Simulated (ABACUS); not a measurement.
Worked example: self-consistent single point of Ti (P6/mmm, 3 atoms in the cell; from Materials Project mp-72, changed as shown) in ABACUS.

Computed with PBEsol, PseudoDojo 0.4 standard norm-conserving PBEsol (tails mended) pseudopotentials (plane waves; ABACUS).

The change in words: volume scaled by 0.94. Reference geometry (P6/mmm):
```xyz
3
Lattice="4.6555 0.0000 0.0000 -2.3278 4.0318 0.0000 0.0000 0.0000 2.8808" Properties=species:S:1:pos:R:3 pbc="T T T"
Ti     0.0000     0.0000     0.0000
Ti     0.0000     2.6879     1.4404
Ti     2.3278     1.3439     1.4404
```

Reference input (self-consistent single point, DFT, PBEsol, plane waves, PseudoDojo 0.4 standard norm-conserving PBEsol (tails mended) pseudopotentials): KPT = Gamma 8 8 11 0 0 0; basis_type = pw; dft_functional = PBESOL; ecutwfc = 84 Ry; smearing_method = fd; smearing_sigma = 0.00734986 Ry; potentials = PseudoDojo 0.4 standard norm-conserving PBEsol (tails mended); symmetry = 1; symmetry_prec = 1e-05; ks_solver = dav_subspace; scf_nmax = 100; scf_thr = 1.0e-09 Ry. This run's input differs from it in these lines:

```diff
@@ -28,5 +28,5 @@
 LATTICE_VECTORS
-   4.6555200000    0.0000000000    0.0000000000
-  -2.3277600000    4.0317980000    0.0000000000
-   0.0000000000    0.0000000000    2.8807860000
+   4.5604820000    0.0000000000    0.0000000000
+  -2.2802410000    3.9494930000    0.0000000000
+   0.0000000000    0.0000000000    2.8219780000
 
@@ -39,4 +39,4 @@
    0.0000000000    0.0000000000    0.0000000000
-  -0.0000043988    5.0793318795    2.7219482818
-   4.3988332827    2.5396621303    2.7219482818
+  -0.0000043090    4.9756425552    2.6663827749
+   4.3090352972    2.4878175459    2.6663827749
 # file: KPT
```

Output (repeated stretches shortened):

```
 SELF-CONSISTENT
 -------------------------------------------
                                 init_chg = atomic

 PW ALGORITHM --------------- ION=   1  ELEC=   1--------------------------------

 Notice: Threshold on eigenvalues was too large.

 Density error is 0.153602346263
                          Error Threshold = 0.000419046561826
 E_KohnSham     -355.7540158230      -4840.2817015748
 E_Fermi        1.0319210656         14.0400063778

 PW ALGORITHM --------------- ION=   1  ELEC=   2--------------------------------

 Density error is 1.55690540751
                          Error Threshold = 0.000426673184063
   [... lines left out ...]

 Density error is 1.17157579799e-09
                          Error Threshold = 3.79337985206e-11
 E_KohnSham     -355.8105171856      -4841.0504420517
 E_Fermi        0.9951671086         13.5399431394

 PW ALGORITHM --------------- ION=   1  ELEC=  11--------------------------------

 Density error is 2.45031225012e-11
                          Error Threshold = 3.25437721663e-12
 E_KohnSham     -355.8105171857      -4841.0504420521
 E_KS(sigma->0) -355.8067364883      -4840.9990030254
 E_entropy(-TS) -0.0075613947        -0.1028780533
 E_Fermi        0.9951673480         13.5399463969
 charge density convergence is achieved
 final etot is -4841.0504421 eV
 EFERMI = 13.539946397 eV

 STATE ENERGY(eV) AND OCCUPATIONS    NSPIN == 1
   [... 25 lines left out ...]

 TOTAL-FORCE (eV/Angstrom)
                       Ti1         0.0000000000         0.0000000000         0.0000000000
                       Ti2         0.0000000000         0.0000000000         0.0000000000
                       Ti3         0.0000000000         0.0000000000         0.0000000000

 TOTAL-STRESS (KBAR)
       -31.3065050404        -0.0000000000        -0.0000000000
         0.0000000000       -31.3065092496        -0.0000000000
         0.0000000000         0.0000000000       -30.0310293530
 TOTAL-PRESSURE: -30.881348 KBAR

 --------------------------------------------
 !FINAL_ETOT_IS -4841.0504420520555868 eV
 --------------------------------------------
```

The run converged in 11 iterations. Against the reference run the free energy goes down by 41.9 meV/atom and the pressure goes from -9.04 to -3.09 GPa.

The structure comes from a collection of computed structures, made at another level of theory; the collection holds predicted forms beside known ones. Its lattice was then scaled.

Cost on one core: about 4 core-minutes (a rough figure).

“Tails mended”: in these copies of the files the far tail of each local potential was reset to the Coulomb form.
